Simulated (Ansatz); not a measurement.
Property card for Hf$_{5}$Sc

Hf₅Sc:
Space group P-62m (No. 189); a = b = 5.5678 Å, c = 5.0358 Å, α = β = 90.00°, γ = 120.00°

```csv
atom,site,symmetry,x,y,z
Hf,3f,m2m,0.0000,0.6609,0.0000
Hf,2d,-6..,0.3333,0.6667,0.5000
Sc,1b,-62m,0.0000,0.0000,0.5000
```

Space group P-62m (No. 189); conventional cell a = b = 5.5678 Å, c = 5.0358 Å, α = β = 90.00°, γ = 120.00°.

Method: the program Ansatz at the r²SCAN level (PAW). The cell and atoms are relaxed at this level. Other levels are named where they apply.

Cell and energy:

- Volume per atom = 22.53 Å³
- Density = 11.51 g/cm³
- Formation energy from the elements (no fitted shifts) = -0.013 eV/atom

Electronic structure:

* **Electronic character**: metallic (no gap)
* **Density of states at the Fermi level**: 0.60 states/eV per atom (mean over ±0.08 eV)

The workflow started from a Materials Project entry (that database holds measured and hypothetical structures alike); the Crystallography Open Database copy checked does not list it. With Hf and Sc taken as one species the cell has the higher symmetry P6_3/mmc, so it may be an ordered model of a mixed-site phase. Its standing as an ambient phase is unchecked. Symmetry was held in the r²SCAN relaxation; whether a distortion lowers the energy is not shown. The run is not spin-polarised. Axis ratios of metals converge slowly with the k-mesh, so a and c are less sure than the volume. The references are the lowest solids computed at this level, not always the standard phases. Spin–orbit coupling is left out wherever it is not named.

Potentials: the later of the program's two PAW sets.
